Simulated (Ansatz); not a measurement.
TaF$_{3}$ (ReO3 type, Pm-3m) under volume change, r²SCAN in the plane-wave PAW code Ansatz, scaled uniformly.

| V (Å³/atom) | E − E(relaxed) (meV/atom) | P (GPa) |
|---|---|---|
| 15.566 | 59.0 | 13.29 |
| 16.079 | 24.8 | 8.16 |
| 16.592 | 5.9 | 3.77 |
| 17.105 | 0.0 | 0.01 |
| 17.618 | 5.2 | -3.18 |
| 18.131 | 19.9 | -5.89 |
| 18.644 | 42.5 | -8.18 |

### Question
What does a third-order Birch–Murnaghan fit give for V₀, B₀ and B′?

### Answer
V₀ = 17.11 Å³/atom, B₀ = 115 GPa, B′ = 4.3.

The workflow started from an entry of the Crystallography Open Database (COD). Whether it is the stable phase at ambient conditions was not checked. The cell was relaxed with r²SCAN under the symmetry of its start; whether a distortion lowers the energy is not shown. The run is not spin-polarised. The volume moved by 15 % from the start of the relaxation. Spin–orbit coupling is left out wherever it is not named.

Potentials: the later of the program's two PAW sets.
